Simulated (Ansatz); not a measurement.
**Clamped-ion strain scan in AlGaN2**

The calculation used DFT LDA, scalar-relativistic, plane waves, PAW in Ansatz 0.2.0. The runs took a 420 eV cutoff, a Γ-centred 8×8×6 mesh and Gaussian smearing (0.05 eV). No spin polarisation. Energies are free energies at this smearing, counted from the undisturbed cell; pressure is positive in compression.

The undisturbed cell (as given, not relaxed at this level; it stands at -5.0 GPa, and it needn't be the usual structure):

```
Al Ga N
1.0
     3.14088    0.00000    0.00000
     0.00000    3.14088    0.00000
     0.00000    0.00000    4.42384
Al Ga N
1 1 2
Direct
  0.50000 0.50000 0.50000
  0.00000 0.00000 0.00000
  0.50000 0.00000 0.73826
  0.00000 0.50000 0.26174
```

The cell is strained by ε times the Voigt pattern (1, 1, 0, 0, 0, 0) (xx, yy, zz, yz, xz, xy; engineering shear) with fractional coordinates fixed.

| ε | ΔE (meV/atom) |
| --- | --- |
| -0.0200 | -1.3 |
| -0.0150 | -3.3 |
| -0.0100 | -3.7 |
| -0.0050 | -2.6 |
| 0.0000 | 0.0 |
| 0.0050 | 4.0 |
| 0.0100 | 9.5 |
| 0.0150 | 16.3 |
| 0.0175 | 20.2 |
| 0.0200 | 24.4 |

(1) Predict the pressure (GPa) at each point.

## Answers

(1)
```tsv
ε	pressure (GPa)
-0.0200	3.2
-0.0150	1.0
-0.0100	-1.1
-0.0050	-3.1
0.0000	-5.0
0.0050	-6.8
0.0100	-8.5
0.0150	-10.2
0.0175	-11.0
0.0200	-11.8
```